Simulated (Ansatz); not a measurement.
## Eu (Cmcm): parallel moments

The calculation used Ansatz 0.2.0, DFT, LDA, all-electron LAPW, scalar-relativistic.

Command: `ansatz run input.yaml --threads 2 --pin off --max-ram 6144MiB --backend cpu --events-out ev --progress --plain --runs-dir out`

```yaml
crystal:
  lattice:
    - [0.0, -6.95941876, 0.0]
    - [3.99413302, 0.0, 0.0]
    - [1.99706651, -3.47970938, 6.34072505]
  atoms:
    - { symbol: Eu, position: [0.96186714, 0.125, 0.75], spin: 7.0 }
    - { symbol: Eu, position: [0.46186714, 0.625, 0.75], spin: 7.0 }
    - { symbol: Eu, position: [0.53813286, 0.375, 0.25], spin: 7.0 }
    - { symbol: Eu, position: [0.03813286, 0.875, 0.25], spin: 7.0 }
magnetization:
  spin_polarized: true
kpoints:
  mp_grid: { grid: [8, 8, 8] }
scf:
  occupations: { method: fermi_dirac, width: 0.08 }
hamiltonian:
  xc: lda
  pseudopotentials: { kind: all_electron, lapw: { basis_error: 0.001 } }
output:
  forces: true
  stress: true
  eigenvalues: true
  populations: true
```

Output:

```
Eu: projections on atomic orbitals take those of the free atom 1s2 2s2 2p6 3s2 3p6 3d10 4s2 4p6 4d10 4f7 5s2 5p6 5d0 6s2, of charge +0.00 (hamiltonian.pseudopotentials.projection_atoms)
LAPW: plane waves up to 6.598 Å⁻¹, error target 1.0e-3 eV per atom; small_component_spin mean_spin; Eu in spheres of 1.950 Å, 27 of its electrons in bands, Dirac shells [] (how accurate: hamiltonian.pseudopotentials.lapw.basis_error, Limitations)
Engine: ansatz 0.2.0
Pseudopotentials: kind: all_electron
Pseudopotential: Eu, LAPW, valence charge 27, lapw/all_electron/scalar/gaussian/Eu, Koelling and Harmon's equation, gaussian nucleus
Functional definition: SPW92
  exchange = slater_x
  correlation = pw_c
Crystal: 4 atoms, lattice volume = 176.252 Å³
Basis set: ecut = 165.85658618098714 eV, 851 PW (Γ), exchange–correlation at level 2
Bands: 82, of which v1, the nominal top of the filled ones, is band 54 counted from 1 (53 counted from 0)
Symmetry: 16 space group operations
Space group: Cmcm (ITA 63), of the structure as read, at distance tolerance 5.6e-5 Å
Magnetic group: BNS 63.457 (UNI 555), of the structure as read, at distance tolerance 5.6e-5 Å
k-points: 95 of 512
Non-local potential: Eu, projectors of the file, none
Initial density: superposition of atomic densities (chi_scale 0.1, normalization cell)
Starting moments: Σ|m| = 28 μB on 4 of 4 sites
Initial wavefunctions: plane waves of lowest kinetic energy (no species holds an atomic orbital)
Functional: x = slater, c = lda
iter 1 solved again at ethr=2.07e-5 eV; its pass at ethr=1.00e-1 eV (dr2=2.23e-2 eV) is discarded
SCF iter   1: F=—  HF=-1179482.059688 eV  |F-HF|=—  |Δ(HF+E_count)|=         —  Δρ=3.55e-3 (↑3.55e-3 ↓3.25e-3)  dr2=2.24e-2  dr2_m=1.55e-2  M=29.073 μB ∫|m|=29.074 μB  β_m=0.30  ethr=2.07e-5  ⟨swp⟩=3.0  Hψ=102029  notcnv=0
[...]
  atom   1  Eu    -0.00000000     0.02081889     0.00000000
  atom   2  Eu     0.00000000     0.02081889     0.00000000
  atom   3  Eu    -0.00000000    -0.02081889     0.00000000
  atom   4  Eu     0.00000000    -0.02081889     0.00000000
  max |Σ_I F_I| component: 1.73e-18 eV/Å
--- Stress (GPa, compression-positive) ---
       -3.113310       0.000000       0.000000
        0.000000      -3.063817       0.000000
        0.000000       0.000000      -2.688543
  P = ⅓ Tr σ = -2.9552 GPa (-29.552 kbar)
--- Band table (eV; the first three rows and the last of 190) ---
  k-point 0 ↑: bands = ["-122.3927", "-122.3927", "-122.3927", "-122.3927", "-122.3845", "-122.3845", "-122.3845", "-122.3845", "-122.3834", "-122.3834", "-122.3834", "-122.3834", "-122.3819", "-122.3819", "-122.3819", "-122.3819", "-122.3817", "-122.3817", "-122.3817", "-122.3817", "-31.4677", "-31.4374", "-31.4374", "-31.4371", "-10.5159", "-10.4794", "-10.4794", "-10.2034", "-10.2034", "-10.199 …
  k-point 1 ↑: bands = ["-122.3927", "-122.3927", "-122.3927", "-122.3927", "-122.3845", "-122.3845", "-122.3845", "-122.3845", "-122.3834", "-122.3834", "-122.3834", "-122.3834", "-122.3819", "-122.3819", "-122.3819", "-122.3819", "-122.3817", "-122.3817", "-122.3817", "-122.3817", "-31.4666", "-31.4390", "-31.4383", "-31.4358", "-10.5007", "-10.4861", "-10.4571", "-10.2281", "-10.2226", "-10.187 …
  k-point 2 ↑: bands = ["-122.3927", "-122.3927", "-122.3927", "-122.3927", "-122.3845", "-122.3845", "-122.3845", "-122.3845", "-122.3834", "-122.3834", "-122.3834", "-122.3834", "-122.3819", "-122.3819", "-122.3819", "-122.3819", "-122.3817", "-122.3817", "-122.3817", "-122.3817", "-31.4633", "-31.4416", "-31.4403", "-31.4345", "-10.4767", "-10.4573", "-10.4243", "-10.2678", "-10.2388", "-10.192 …
  k-point 94 ↓: bands = ["-117.1377", "-117.1377", "-117.1377", "-117.1377", "-117.1170", "-117.1170", "-117.1170", "-117.1170", "-117.1168", "-117.1168", "-117.1168", "-117.1168", "-117.1144", "-117.1144", "-117.1144", "-117.1144", "-117.1125", "-117.1125", "-117.1125", "-117.1125", "-28.4708", "-28.4708", "-28.4609", "-28.4609", "-8.2509", "-8.2509", "-8.1784", "-8.1784", "-8.0003", "-8.0003", " …
--- Löwdin populations: 4 sites ---
  site symbol       q [e]    m [muB]
     0     Eu     62.9739     7.4541
     1     Eu     62.9739     7.4541
     2     Eu     62.9739     7.4541
     3     Eu     62.9739     7.4541
  spilling = 0.000415 (of n_electrons = 252.000000)
```

populations.tsv:

```
# site	symbol	l	j	q_up	q_dn
# orbitals = lowdin
# n_electrons = 252.000000
# spilling = 0.000415
# projection_atom_Eu: 1s2 2s2 2p6 3s2 3p6 3d10 4s2 4p6 4d10 4f7 5s2 5p6 5d0 6s2
0	Eu	0_1S	-	0.999999	0.999999
0	Eu	0_2S	-	0.999988	0.999988
0	Eu	0_3S	-	0.999856	0.999848
0	Eu	0_4S	-	0.998460	0.998373
0	Eu	0_5S	-	0.973853	0.975405
0	Eu	0_6S	-	0.403105	0.366127
0	Eu	1_2P	-	3.000000	3.000000
0	Eu	1_3P	-	2.999993	2.999996
0	Eu	1_4P	-	2.999899	2.999850
0	Eu	1_5P	-	2.983958	2.966852
0	Eu	2_3D	-	4.999993	4.999999
0	Eu	2_4D	-	4.999961	4.999945
0	Eu	2_5D	-	1.010718	0.450997
0	Eu	3_4F	-	6.844186	0.002519
1	Eu	0_1S	-	0.999999	0.999999
1	Eu	0_2S	-	0.999988	0.999988
1	Eu	0_3S	-	0.999856	0.999848
1	Eu	0_4S	-	0.998460	0.998373
1	Eu	0_5S	-	0.973853	0.975405
1	Eu	0_6S	-	0.403105	0.366127
1	Eu	1_2P	-	3.000000	3.000000
1	Eu	1_3P	-	2.999993	2.999996
1	Eu	1_4P	-	2.999899	2.999850
1	Eu	1_5P	-	2.983958	2.966852
1	Eu	2_3D	-	4.999993	4.999999
1	Eu	2_4D	-	4.999961	4.999945
1	Eu	2_5D	-	1.010718	0.450997
1	Eu	3_4F	-	6.844186	0.002519
2	Eu	0_1S	-	0.999999	0.999999
2	Eu	0_2S	-	0.999988	0.999988
2	Eu	0_3S	-	0.999856	0.999848
2	Eu	0_4S	-	0.998460	0.998373
2	Eu	0_5S	-	0.973853	0.975405
2	Eu	0_6S	-	0.403105	0.366127
2	Eu	1_2P	-	3.000000	3.000000
2	Eu	1_3P	-	2.999993	2.999996
2	Eu	1_4P	-	2.999899	2.999850
2	Eu	1_5P	-	2.983958	2.966852
2	Eu	2_3D	-	4.999993	4.999999
2	Eu	2_4D	-	4.999961	4.999945
[...]
```

Site moments (μB): Eu1 7.27, Eu2 7.27, Eu3 7.27, Eu4 7.27. Cell moment 29.87 μB.

The magnetic group in the log treats spin as a scalar label, without spin–orbit coupling.

Without U a semilocal functional puts the f levels too near the Fermi level, which can change moments and the order of magnetic states; site and cell moments are spin moments. Spin–orbit coupling is left out although heavy atoms are present. With open f shells a run can end in a state that isn't the lowest. The magnetic state is the one that this cell and start allow. It needn't be the compound's measured order, which may need a larger cell or be absent.

It took 7.3 min on 2 threads of Arm Neoverse N1, with other jobs on the host, peak memory 1.9 GiB.
